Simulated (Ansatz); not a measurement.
Total density of states per atom from LDA in the plane-wave PAW code Ansatz, in 0.25 eV bins, energy from the Fermi level:

(E (eV), states/eV/atom): (-7.85, 0.14); (-7.60, 0.16); (-7.35, 0.42); (-7.10, 0.86); (-6.85, 0.52); (-6.60, 0.58); (-6.35, 0.95); (-6.10, 1.33); (-5.85, 1.31); (-5.60, 1.24); (-5.35, 2.02); (-5.10, 1.22); (-4.85, 0.81); (-4.60, 1.01); (-4.35, 1.10); (-4.10, 1.27); (-3.85, 1.28); (-3.60, 1.25); (-3.35, 1.31); (-3.10, 1.00); (-2.85, 1.28); (-2.60, 1.16); (-2.35, 1.09); (-2.10, 1.07); (-1.85, 0.71); (-1.60, 1.06); (-1.35, 1.04); (-1.10, 0.92); (-0.85, 0.97); (-0.60, 0.92); (-0.35, 0.75); (-0.10, 0.72); (0.15, 0.74); (0.40, 0.82); (0.65, 0.93); (0.90, 0.84); (1.15, 0.68); (1.40, 0.97); (1.65, 1.10); (1.90, 1.06); (2.15, 1.21); (2.40, 1.17); (2.65, 0.40); (2.90, 0.35); (3.15, 0.34); (3.40, 0.36); (3.65, 0.39); (3.90, 0.43); (4.15, 0.56); (4.40, 0.46); (4.65, 0.31)

**Question.** Pick the material that matches.
(A) MgPt3, Cu3Au type
(B) TaP, P-6m2 (Ta on 1e, P on 1b)
(C) SbPt, NiAs type
(D) MoPt, P-6m2 (Mo on 1e, Pt on 1d)

**Answer.** D, MoPt, P-6m2 (Mo on 1e, Pt on 1d). Within 0.5 eV of the Fermi level: Mo 4d 59 %, Pt 5d 29 %, Mo 5s 5 %. Projections are on Löwdin-orthogonalised atomic valence shells; empty p or d shells of many metals are not among them.

The workflow started from a Materials Project entry (that database holds measured and hypothetical structures alike); the Crystallography Open Database copy checked does not list it. With Mo and Pt taken as one species the cell has the higher symmetry P6_3/mmc, so it may be an ordered model of a mixed-site phase. Whether it is the stable phase at ambient conditions was not checked. Symmetry was held in the LDA relaxation; whether a distortion lowers the energy is not shown. The run is not spin-polarised. Scalar-relativistic: spin–orbit coupling is off unless named, which matters more the heavier the elements.

Potentials: the later of the program's two PAW sets.
